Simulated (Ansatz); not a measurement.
# LiF with Sn replacing Li: gradients before and after relaxing the atoms

Start: a supercell of LiF (rock salt type, Fm-3m) built from an entry of the Crystallography Open Database (COD), with all atoms left at the host's positions.

Space group Fm-3m (No. 225); a = 12.0840 Å.

| site | Wyckoff | site symmetry | x | y | z |
| --- | --- | --- | --- | --- | --- |
| Sn | 4a | m-3m | 0.0000 | 0.0000 | 0.0000 |
| Li2 | 48h | m.m2 | 0.1667 | 0.1667 | 0.0000 |
| Li5 | 32f | .3m | 0.3333 | 0.1667 | 0.1667 |
| Li15 | 24e | 4m.m | 0.5000 | 0.5000 | 0.3333 |
| F28 | 32f | .3m | 0.1667 | 0.1667 | 0.1667 |
| F30 | 24e | 4m.m | 0.5000 | 0.5000 | 0.1667 |
| F32 | 48i | m.m2 | 0.5000 | 0.3333 | 0.3333 |
| F41 | 4b | m-3m | 0.5000 | 0.5000 | 0.5000 |

One atom of each set is listed; the run and its k-mesh use a cell of 54 atoms with edges of 8.54, 8.54, 8.54 Å.

All values are calculated (Ansatz; DFT, PBE, plane waves and PAW, scalar-relativistic, 420 eV cutoff, Γ-centred 3×3×3 k-points, Fermi–Dirac smearing 0.01 eV, cell charge +1), not measured.

The largest force at the start is 4.6 eV/Å. Relaxing the ions at fixed cell moves them by 0.238 Å at most (atom 30, F) and 0.105 Å rms.

```
site  moved (Å)              first shell before                    first shell after  V_zz before (10²¹ V/m²)  η before
  Sn      0.000                   6 F at 2.01 Å                        6 F at 2.25 Å                     0.00         –
 Li2      0.134                   6 F at 2.01 Å                   6 F at 1.92–2.11 Å                   -0.064      0.86
Li15      0.073                   6 F at 2.01 Å                   6 F at 1.85–2.01 Å                    0.042      0.00
 F28      0.014                  6 Li at 2.01 Å                  6 Li at 2.01–2.03 Å                     0.62      0.00
 F30      0.238  5 Li at 2.01 Å, 1 Sn at 2.01 Å  5 Li at 1.85–2.11 Å, 1 Sn at 2.25 Å                    -0.73      0.00
 F32      0.003                  6 Li at 2.01 Å                  6 Li at 1.92–2.01 Å                     0.56      0.06
```

(1) What are V_zz and η after the relaxation?

Answers

(1) 

```csv
site,V_zz after,η after,change of V_zz
Sn,0.00,–,0.00
Li2,0.11,0.31,–
Li15,-0.031,0.00,-0.07
F28,0.15,0.00,-0.47
F30,1.23,0.00,+1.96
F32,-1.25,0.57,-1.81
```

The largest change of V_zz along a kept axis is on F30, from -0.73 to 1.23. In per cent, |V_zz| changes by -75 on F (all sites that start above 0.5, bar those whose gradient vanishes or changes sign or whose main axis turns by over 40°). Where |V_zz| stays above 0.1 and the axes keep their order, η moves most on F32, from 0.06 to 0.57. V_zz changes sign on F30 (same axis), F32 (same axis), Li15 (same axis). On Li2 the largest principal value lies along another axis in the second run, so the two V_zz can't be compared directly. Other sites with |V_zz| of 0.02 or less aren't listed.

The defect repeats with the cell of 54 atoms, so it feels its images: sites between two images don't show the values beside a lone defect, and zeros or small values of η there can come from the images' arrangement. A uniform background compensates the cell's charge. Without spin–orbit coupling (the program notes it for Sn) the gradients are little affected as a rule: paired runs on crystals with a gap mostly move them by under 2 % at such atoms. With these PAW files V_zz is typically within 2 to 3 % of all-electron values, but misses above 10 % occur on Li.
Before: The cell keeps the host's lattice, where the PBE pressure is 14 GPa (in a charged cell this depends on the convention for the mean potential). The neighbours have not yet relaxed around the defect (largest force 4.6 eV/Å), so the values at and beside it are those of a strained start, not of the defect in a real crystal.
After: The relaxation keeps the site symmetry m-3m of the start, so the impurity can't leave its site; a start off the site could end lower. The cell keeps the host's lattice, where the PBE pressure is 10 GPa (in a charged cell this depends on the convention for the mean potential).
